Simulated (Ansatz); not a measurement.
Relaxed-ion elastic tensor of Be (hcp (Mg type), P6_3/mmc) in GPa (Voigt order), LDA (plane waves, PAW; program Ansatz); density 1.98 g/cm³, 7.54 Å³ per atom.

```json
[
 {"": "1", "1": "335", "2": "31.7", "3": "11.0", "4": "0.0", "5": "0.0", "6": "0.0"},
 {"": "2", "1": "31.7", "2": "335", "3": "11.0", "4": "0.0", "5": "0.0", "6": "0.0"},
 {"": "3", "1": "11.0", "2": "11.0", "3": "407", "4": "0.0", "5": "0.0", "6": "0.0"},
 {"": "4", "1": "0.0", "2": "0.0", "3": "0.0", "4": "176", "5": "0.0", "6": "0.0"},
 {"": "5", "1": "0.0", "2": "0.0", "3": "0.0", "4": "0.0", "5": "176", "6": "0.0"},
 {"": "6", "1": "0.0", "2": "0.0", "3": "0.0", "4": "0.0", "5": "0.0", "6": "152"}
]
```

Task: Is the crystal mechanically stable?

Result: Yes: the smallest eigenvalue of C is 152 GPa.

Task: Work out the Voigt, Reuss and Hill averages.

Result: K_V = 132, K_R = 131, K_H = 131; G_V = 169, G_R = 168, G_H = 168 GPa.

Task: Give Young's modulus, Poisson's ratio, Pugh's ratio and the universal anisotropy index.

Result: E = 9KG/(3K + G) = 354 GPa; ν = 0.05; K/G = 0.78 (brittle by the Pugh limit of 1.75); A_U = 5G_V/G_R + K_V/K_R − 6 = 0.05.

Task: Estimate the sound speeds and the Debye temperature.

Result: v_l = √((K + 4G/3)/ρ) = 13400 m/s, v_t = √(G/ρ) = 9210 m/s, mean 10000 m/s; Θ = (h/k)(3n/4πV)^(1/3) v_m = 1520 K.

Task: How much does each axis shrink under pressure?

Result: Linear compressibilities β_i = Σ_j S_ij (j = 1 to 3): x 2.7, y 2.7, z 2.3 per TPa.

Symmetry was held in the LDA relaxation. As this level gives no gap, shear constants depend on the k-mesh and smearing (Fermi–Dirac, 0.1 eV here).

Potentials: the earlier of the program's two PAW sets. The files were generated under PBE; for other functionals the program regenerates the frozen cores, and for LDA and PBEsol the local potential too.
